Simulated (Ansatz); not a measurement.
SnBi5O2: rattling a relaxed structure

The cell was found from a proposed guess, not taken from experiment.

Theory: DFT PBE, scalar-relativistic, plane waves, PAW (Ansatz 0.2.0). Settings: cutoff 420 eV, Γ-centred mesh 12×12×2 on the computed 8-atom cell, Gaussian smearing of 0.10 eV; no spin polarisation.

The cell below (8 atoms, space group P-3m1 (No. 164)) is relaxed within its symmetry.

```
Sn Bi O
1.0
     3.40368    0.00000    0.00000
    -1.70184    2.94767    0.00000
     0.00000    0.00000   20.43419
Sn Bi O
1 5 2
Cartesian
  0.0000 0.0000 0.0000
  1.7018 0.9826 4.2509
  0.0000 1.9651 16.1833
  0.0000 1.9651 7.1210
  0.0000 0.0000 10.2171
  1.7018 0.9826 13.3132
  0.0000 1.9651 0.9641
  1.7018 0.9826 19.4701
```

For the test it was strained at random (σ = 1.5 % a component), the atoms were moved at random (σ = 0.05 Å), and all was relaxed again on a coarse 6×6×1 mesh (in the run’s order of axes) with 0.20 eV smearing, with no symmetry imposed.

Spin–orbit coupling, which can matter for Bi, is left out. An odd number of electrons in the primitive cell allows no gap without spin; a larger cell or a magnetic state could open one.

Question: Does it come back?

Answer: It doesn't return. The energy falls by 70 meV/atom on that mesh, the volume changes by 3.4 %, and the end has space group C2/m (No. 12) at a loose tolerance. Relaxed again on a 10×10×2 mesh with 0.10 eV smearing, the new structure lies 94 meV/atom below the first (mesh in the axes of the run's cell; the cell below is made exact in the group named). Space group C2/m (No. 12), monoclinic, a = 5.843 Å, b = 3.373 Å, c = 21.690 Å, β = 95.4°. Sn has 6 O at 2.18 Å and 6 Sn at 3.37 Å; around Bi on a site of symmetry m lie 1 Bi at 3.16 Å, 1 O at 3.28 Å and 6 Bi at 3.37 Å; around Bi on a second site of symmetry m lie 1 Bi at 3.16 Å and 7 Bi at 3.37–3.38 Å; around O lie 3 Sn at 2.18 Å, 3 O at 2.76 Å and 1 Bi at 3.28 Å; 1 more site not described.

```xyz
8
Lattice="2.9215 -1.6867 0.0000 2.9215 1.6867 0.0000 -2.0513 0.0000 21.5928" Properties=species:S:1:pos:R:3 pbc="T T T"
Sn    1.8958    0.0000   10.7964
Bi   -0.0101    0.0000    6.5347
Bi    3.8018    0.0000   15.0581
Bi   -0.0096    0.0000    3.3795
Bi    0.0000    0.0000    0.0000
Bi    3.8012    0.0000   18.2133
O    -0.0518    0.0000    9.8182
O     3.8434    0.0000   11.7746
```
